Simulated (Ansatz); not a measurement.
La3RuO7 in space group Cmcm (No. 63; Pearson symbol oS44), DFT-PBE in the program Ansatz with PAW potentials, all energies at zero smearing, with the estimated change up to a 700 eV cutoff added, with one set of potentials and settings (totals compare only within such a set). Cell of 22 atoms (6 La, 2 Ru, 14 O): -57226.980 eV.

```json
[
 {"element": "La", "reference phase": "P6_3/mmc, 4 atoms in the cell", "E (eV/atom)": "-6250.0953"},
 {"element": "Ru", "reference phase": "P6_3/mmc, 2 atoms in the cell", "E (eV/atom)": "-5878.6876"},
 {"element": "O", "reference phase": "C2/m, 4 atoms in the cell, spin-polarised", "E (eV/atom)": "-565.0000"}
]
```

Formation energy per atom, worked out: (-57226.980 − 6×(-6250.0953) − 2×(-5878.6876) − 14×(-565.0000))/22 = -2.683 eV/atom (-259 kJ per mol of atoms), at 0 K, without zero-point energy or fitted corrections.

The first step of the workflow began from a Materials Project structure, measured or hypothetical; the Crystallography Open Database files this formula in space group No. 63, but the cells were not matched. Its standing as an ambient phase is unchecked. The cell was relaxed with PBE under the symmetry of its start, as lowered by the spin order; whether a distortion lowers the energy is not shown. Spin order of the final state: antiferromagnetic, chosen from 2 collinear starts compared on coarse meshes (ties went to the first, and starts can fall back to one state), not a proven ground state. No Hubbard U is applied. The references are the lowest solids computed at this level, not always the standard phases (solids in place of the gases). Scalar-relativistic: spin–orbit coupling is off unless named, which matters more the heavier the elements.

Potentials: the later of the program's two PAW sets.
